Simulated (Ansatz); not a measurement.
**Band table of Ta (sc type)**

```xyz
1
Lattice="2.7081 0.0000 0.0000 0.0000 2.7081 0.0000 0.0000 0.0000 2.7081" Properties=species:S:1:pos:R:3 pbc="T T T"
Ta    0.0000    0.0000    0.0000
```

The cell comes from a relaxation on PAW files under the same functional, begun from a prototype that needn't be the stable phase.

Level of theory: DFT with PBEsol, scalar-relativistic, in Ansatz 0.2.0; a Γ-centred 14×14×14 k mesh, Fermi–Dirac smearing of 0.05 eV, no spin polarisation. LAPW: all electrons, basis error target 1 meV/atom.

Spin–orbit coupling is left out, which matters for the heavy atoms.

Path points, in fractions of the reciprocal vectors: Γ (0.000, 0.000, 0.000), X (0.000, 0.500, 0.000), M (0.500, 0.500, 0.000), R (0.500, 0.500, 0.500). The distance column jumps between branches of the path. Levels in eV from the Fermi level; bands 13 to 24, counted from the lowest band of the run. The gap is zero, the pressure -0.12 GPa.

```
# k(1/Å) point b13 b14 b15 b16 b17 b18 b19 b20 b21 b22 b23 b24
0.000 Γ -19.08 -19.08 -19.08 -19.06 -19.02 -19.02 -19.02 -7.40 -2.74 -2.74 6.37 6.37
0.166 - -19.09 -19.08 -19.08 -19.06 -19.03 -19.02 -19.02 -7.24 -2.70 -2.58 6.06 6.06
0.331 - -19.09 -19.08 -19.08 -19.07 -19.04 -19.02 -19.02 -6.79 -2.57 -2.09 5.32 5.32
0.497 - -19.09 -19.07 -19.07 -19.07 -19.06 -19.01 -19.01 -6.15 -2.39 -1.36 4.44 4.44
0.663 - -19.10 -19.08 -19.07 -19.07 -19.07 -19.01 -19.01 -5.41 -2.16 -0.58 3.62 3.62
0.829 - -19.10 -19.09 -19.07 -19.07 -19.07 -19.00 -19.00 -4.67 -1.95 -0.05 2.98 2.98
0.994 - -19.10 -19.10 -19.07 -19.06 -19.06 -19.00 -19.00 -4.08 -1.80 0.08 2.57 2.57
1.160 X -19.11 -19.11 -19.07 -19.06 -19.06 -18.99 -18.99 -3.84 -1.74 0.05 2.43 2.43
1.326 - -19.11 -19.10 -19.08 -19.06 -19.06 -19.00 -18.99 -3.65 -1.59 -0.36 2.47 2.73
1.492 - -19.11 -19.10 -19.08 -19.07 -19.05 -19.01 -18.99 -3.17 -1.22 -1.06 2.58 3.31
1.657 - -19.11 -19.09 -19.08 -19.08 -19.05 -19.02 -18.99 -2.63 -2.15 -0.03 2.73 3.89
1.823 - -19.11 -19.08 -19.08 -19.07 -19.04 -19.04 -18.99 -2.98 -2.16 1.46 2.91 4.38
1.989 - -19.10 -19.09 -19.09 -19.06 -19.04 -19.03 -18.99 -3.63 -1.79 3.08 3.16 3.77
2.154 - -19.10 -19.10 -19.09 -19.05 -19.05 -19.03 -18.98 -4.04 -1.54 3.21 3.39 4.66
2.320 M -19.10 -19.10 -19.09 -19.05 -19.05 -19.02 -18.98 -4.18 -1.45 3.25 3.25 5.32
2.555 - -19.10 -19.10 -19.09 -19.05 -19.05 -19.03 -18.99 -3.91 -1.62 3.31 3.38 4.54
2.789 - -19.10 -19.09 -19.08 -19.06 -19.05 -19.04 -18.99 -3.35 -1.98 2.91 3.12 3.49
3.023 - -19.09 -19.09 -19.08 -19.06 -19.05 -19.05 -19.00 -3.74 -1.64 1.16 1.95 3.86
3.258 - -19.08 -19.08 -19.07 -19.06 -19.05 -19.05 -19.01 -4.94 -1.62 -0.43 2.44 4.45
3.492 - -19.08 -19.08 -19.07 -19.07 -19.04 -19.04 -19.02 -6.18 -2.17 -1.67 4.15 5.23
3.726 - -19.08 -19.08 -19.08 -19.07 -19.03 -19.03 -19.02 -7.08 -2.59 -2.47 5.74 6.01
3.961 Γ -19.08 -19.08 -19.08 -19.06 -19.02 -19.02 -19.02 -7.40 -2.74 -2.74 6.37 6.37
4.248 - -19.08 -19.08 -19.08 -19.07 -19.03 -19.03 -19.03 -6.91 -2.43 -2.43 5.61 5.85
4.535 - -19.08 -19.08 -19.07 -19.07 -19.03 -19.03 -19.03 -5.57 -1.51 -1.51 4.00 4.45
4.822 - -19.08 -19.07 -19.07 -19.06 -19.04 -19.04 -19.04 -3.81 -0.20 -0.20 2.76 2.76
5.109 - -19.09 -19.06 -19.06 -19.05 -19.05 -19.05 -19.05 -2.69 0.01 0.01 2.69 2.69
5.396 - -19.10 -19.06 -19.06 -19.06 -19.05 -19.05 -19.04 -2.53 -1.23 -1.23 4.82 4.82
5.683 - -19.11 -19.06 -19.06 -19.06 -19.04 -19.04 -19.04 -2.51 -2.15 -2.15 7.41 7.41
5.970 R -19.11 -19.06 -19.06 -19.06 -19.03 -19.03 -19.03 -2.47 -2.47 -2.47 7.51 9.35
6.204 - -19.11 -19.07 -19.06 -19.06 -19.04 -19.03 -19.03 -2.55 -2.31 -2.16 7.45 8.08
6.439 - -19.10 -19.07 -19.06 -19.06 -19.05 -19.04 -19.04 -2.66 -1.81 -1.31 4.94 5.80
6.673 - -19.09 -19.08 -19.06 -19.06 -19.05 -19.03 -19.03 -2.60 -1.03 -0.31 2.70 3.52
6.908 - -19.09 -19.09 -19.08 -19.06 -19.05 -19.02 -19.02 -2.25 -0.78 -0.02 0.83 3.40
7.142 - -19.10 -19.09 -19.08 -19.06 -19.06 -19.01 -19.01 -2.32 -1.56 -0.57 1.09 4.93
7.376 - -19.11 -19.10 -19.08 -19.06 -19.06 -19.00 -19.00 -3.44 -1.44 -0.61 2.04 3.36
7.611 X -19.11 -19.11 -19.07 -19.06 -19.06 -18.99 -18.99 -3.84 -1.74 0.05 2.43 2.43
9.251 R -19.11 -19.06 -19.06 -19.06 -19.03 -19.03 -19.03 -2.47 -2.47 -2.47 7.51 9.35
9.417 - -19.11 -19.07 -19.07 -19.06 -19.03 -19.03 -19.03 -2.58 -2.32 -2.32 7.80 7.82
9.583 - -19.11 -19.07 -19.07 -19.05 -19.04 -19.04 -19.03 -2.88 -1.85 -1.85 5.46 8.62
9.748 - -19.10 -19.08 -19.08 -19.04 -19.04 -19.04 -19.03 -3.25 -1.10 -1.10 3.20 9.23
9.914 - -19.10 -19.09 -19.09 -19.05 -19.05 -19.03 -19.02 -3.62 -0.09 -0.09 1.27 8.99
10.080 - -19.10 -19.10 -19.09 -19.05 -19.05 -19.03 -19.00 -3.92 -0.21 1.12 1.12 7.62
10.246 - -19.10 -19.10 -19.09 -19.05 -19.05 -19.02 -18.99 -4.11 -1.13 2.42 2.42 6.20
10.411 M -19.10 -19.10 -19.09 -19.05 -19.05 -19.02 -18.98 -4.18 -1.45 3.25 3.25 5.32
```
